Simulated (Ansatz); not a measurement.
Zn2SnO4:
```cif
data_O16Sn4Zn8
_chemical_formula_sum 'Zn8 Sn4 O16'
_space_group_name_H-M_alt 'Imma'
_space_group_IT_number 74
_space_group_name_Hall '-I 2b 2'
_cell_length_a 5.99133
_cell_length_b 6.24205
_cell_length_c 8.67428
_cell_angle_alpha 90.000
_cell_angle_beta 90.000
_cell_angle_gamma 90.000
loop_
_atom_site_label
_atom_site_type_symbol
_atom_site_symmetry_multiplicity
_atom_site_Wyckoff_symbol
_atom_site_fract_x
_atom_site_fract_y
_atom_site_fract_z
_atom_site_occupancy
Zn1 Zn 4 e 0.00000 0.25000 0.14189 1
Zn2 Zn 4 d 0.25000 0.25000 0.75000 1
Sn1 Sn 4 b 0.00000 0.00000 0.50000 1
O1 O 8 h 0.00000 0.01723 0.73560 1
O2 O 8 i 0.23488 0.25000 0.50099 1
```
(The calculation used a cell of 14 atoms; values per cell refer to that cell.)

This is the PBEsol-relaxed structure.

Question: All from the program Ansatz at the PBEsol level (PAW), unless another level is named. Predict the HSE06 gap on the PBEsol cell.

Answer: 2.78 eV.

Question: Give the electron effective mass with spin–orbit coupling.

Answer: 0.21 mₑ (isotropic).

Question: Predict the hole effective mass with spin–orbit coupling.

Answer: 0.63, 4.8, 20 mₑ (principal values).

Question: What about the band gap?

Answer: 0.92 eV (direct).

The first step of the workflow began from a Materials Project structure, measured or hypothetical; the Crystallography Open Database copy checked does not list it. Whether it is the stable phase at ambient conditions was not checked. The PBEsol relaxation kept the symmetry of its start; whether a distortion lowers the energy is not shown. Scalar-relativistic: spin–orbit coupling is off unless named, which matters more the heavier the elements.

Potentials: the later of the program's two PAW sets.
